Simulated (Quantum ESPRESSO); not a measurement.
# Different elements on one site among Ga In Mg Ti W

All numbers below are calculated, not measured. They come from Quantum ESPRESSO 7.5, a public plane-wave density functional program. Each row is one single-point run on a made-up periodic cell of eight metal atoms, with elements, volume, strain and displacements drawn at random and not relaxed, so a cell may be unstable or far from any real phase. There is no spin polarisation or spin-orbit coupling.

Settings: PBE unless stated; PseudoDojo standard norm-conserving files; Fermi-Dirac width 0.25 eV, which means electrons at about 2900 K; cutoff 1143 eV; 8 x 5 x 3 k mesh shifted half a step off Gamma. E is the free energy of the whole cell (internal energy minus TS), so a -TS column is already part of it. Stress is positive in tension, and the pressure P is minus a third of its trace.

Checks: one run of this series was repeated at a higher cutoff and on a denser mesh, which moved values by no more than 0.004 eV, 0.02 GPa and 0.004 eV/Å, and a second program with other atomic files agreed on it to 2 % rms in force and 0.5 GPa in pressure. Known limits: heavy elements are run without spin-orbit coupling, which real alloys of them have; a spin test at this wide smearing found no moment, but such smearing suppresses magnetism that the real alloy may have.

The lattice is face-centred cubic, and the cell vectors in Å are (-0.008, -2.123, -2.120); (2.195, 4.244, -2.109); (8.430, -4.110, 4.136), a volume of 151.95 Å³. The elements on sites 1 to 8 are W Ga X Mg W In Ga Ti. The runs change X and keep the cell and the displaced positions. The column v is a rough volume for each atom of the pure element, close to PBE values, from general knowledge and not from these runs. Energies are left out, as each element's file has its own zero.

| run | X | v (Å³) | -TS (eV) | force on X (eV/Å) | rms force (eV/Å) | P (GPa) |
|---|---|---|---|---|---|---|
| 1 | Pt | 15.6 | -1.568 | 0.375 | 0.772 | -9.78 |
| 2 | W | 16.1 | -1.616 | 0.686 | 0.772 | -9.90 |
| 3 | Ag | 17.8 | -1.616 | 0.775 | 0.768 | -6.01 |
| 4 | Ir | 14.5 | -1.501 | 0.313 | 0.803 | -12.01 |
| 5 | Al | 16.5 | ? | ? | ? | ? |

## Worked fit

A straight line through the runs shown gives P = -38.0 + 1.788 v GPa with v in Å³, an error of 0.231 on the slope and a scatter of 0.55 GPa. At this fixed volume the pressure tends to rise with the size of X.

## Withheld run

Question: what pressure should run 5, with Al, give?

The fit gives -8.50 ± 0.63 GPa. The calculation gave -7.27 GPa.
